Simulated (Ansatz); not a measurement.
Ta:
```
Ta
1.0
   -1.65258     1.65258     1.65258
    1.65258    -1.65258     1.65258
    1.65258     1.65258    -1.65258
Ta
1
Direct
  0.00000   0.00000   0.00000
```

Relaxed with r²SCAN. Special points in fractions of this cell's reciprocal vectors: Γ (0.000, 0.000, 0.000); H (0.500, -0.500, 0.500); N (0.000, 0.000, 0.500); P (0.250, 0.250, 0.250).

Task: List the band energies nearest the Fermi level at these points for DFT-r²SCAN with spin–orbit coupling in the program Ansatz with PAW potentials.

Result: In eV from the Fermi level; about four levels below and three above (degenerate sets whole), none deeper than 8.9 eV; points with the same levels are listed once.

```tsv
k	below	above
Γ	-8.25 -8.25	0.74 0.74 0.74 0.74
H	-3.88 -3.88 -3.88 -3.88	6.98 6.98 6.98 6.98
N	-4.49 -4.49 -1.52 -1.52	1.41 1.41 4.26 4.26
P	-1.11 -1.11 -1.11 -1.11	5.53 5.53 5.53 5.53
```

Space group Im-3m (bcc (W type)). The cell was relaxed with r²SCAN under the symmetry of its start. No spin polarisation was allowed.

Potentials: the earlier of the program's two PAW sets.
